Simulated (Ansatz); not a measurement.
The end point of a relaxation of SrO. Space group Fm-3m (No. 225), rock salt type. Method: PBEsol (plane waves to 420 eV, PAW, scalar-relativistic; Ansatz, a first-principles code).

```cif
data_OSr
_chemical_formula_sum 'O1 Sr1'
_space_group_name_H-M_alt 'P 1'
_space_group_IT_number 1
_cell_length_a 3.62194
_cell_length_b 3.62194
_cell_length_c 3.62194
_cell_angle_alpha 60.000
_cell_angle_beta 60.000
_cell_angle_gamma 60.000
loop_
_space_group_symop_operation_xyz
  'x, y, z'
loop_
_atom_site_label
_atom_site_type_symbol
_atom_site_fract_x
_atom_site_fract_y
_atom_site_fract_z
_atom_site_occupancy
O1 O 0.00000 0.00000 0.00000 1
Sr1 Sr 0.50000 0.50000 0.50000 1
```

Problem. What is the computed band gap (PBEsol)?

Solution. 3.20 eV, indirect (valence top at Γ, conduction bottom at X) (no spin-orbit coupling).

Problem. What smallest direct gap does PBEsol give?

Solution. 3.26 eV at X.

No spin polarisation in the result.

Measured for SrO: a 5.16 Å (room temperature; as listed in Juan A. Santana et al., The Journal of Chemical Physics (2016)); gap 5.22 eV (as listed in Anna Miglio et al., npj Computational Materials (2020)). Computed minus measured — a: PBEsol -0.7 %; gap: PBEsol -2.02 eV. The computed values are for a static lattice, and a measured gap can be an optical one, lowered by exciton binding.

The run could not lose the symmetry of its start; a randomly shaken copy of 2 atoms returns to this structure.

All atoms sit on sites fixed by symmetry, so only the cell could relax.
